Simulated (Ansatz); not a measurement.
How far is PAW off for ZnAu?

```yaml
crystal:
  lattice:
    - [3.14700, 0.00000, 0.00000]
    - [0.00000, 3.14700, 0.00000]
    - [0.00000, 0.00000, 3.20994]
  atoms:
    - { symbol: Zn, position: [0.50000, 0.50000, 0.50000] }
    - { symbol: Au, position: [0.00000, 0.00000, 0.00000] }
```

Atom numbers follow the list: Zn1, Au2.

Conventional cell: a = 3.147 Å, b = 3.147 Å, c = 3.210 Å, α = 90.00°, β = 90.00°, γ = 90.00°. Around Zn (atom 1) lie 8 Au at 2.74 Å and 4 Zn at 3.15 Å. Au (atom 2) has 8 Zn at 2.74 Å and 4 Au at 3.15 Å as nearest neighbours.

The cell is COD entry 1510322, as deposited and not checked against the literature; nothing was relaxed. The listed cell was then made from it by scaling, straining or moving an atom.

Spin–orbit coupling is left out, though it moves levels of the heavy atoms by tenths of an eV or more.

All numbers are computed: DFT, PBEsol, PAW with Ansatz's default frozen-core files, scalar-relativistic (Ansatz 0.2.0); DFT, PBEsol, all-electron LAPW, scalar-relativistic (Ansatz 0.2.0).

For PAW: a Γ-centred 13×13×13 k mesh, Fermi–Dirac smearing of 0.05 eV, cutoff 420 eV, no spin polarisation; the PAW files were made with PBE, and the program remakes their frozen cores for this functional. LAPW targets a basis error of 0.5 meV/atom. The Ansatz runs share mesh, smearing and spin set-up. Plane-wave (PAW) pressures include the program's estimate of the Pulay term.

Stress and pressure are positive in compression.

PAW results:

```
       quantity    PAW
 pressure (GPa)  -4.83
stress xx (GPa)  -4.99
stress zz (GPa)  -4.51
```

Q: What does LAPW (all electrons) give for the same quantities?

A: 
| quantity | LAPW |
| --- | --- |
| pressure (GPa) | -4.82 |
| stress xx (GPa) | -4.98 |
| stress zz (GPa) | -4.50 |
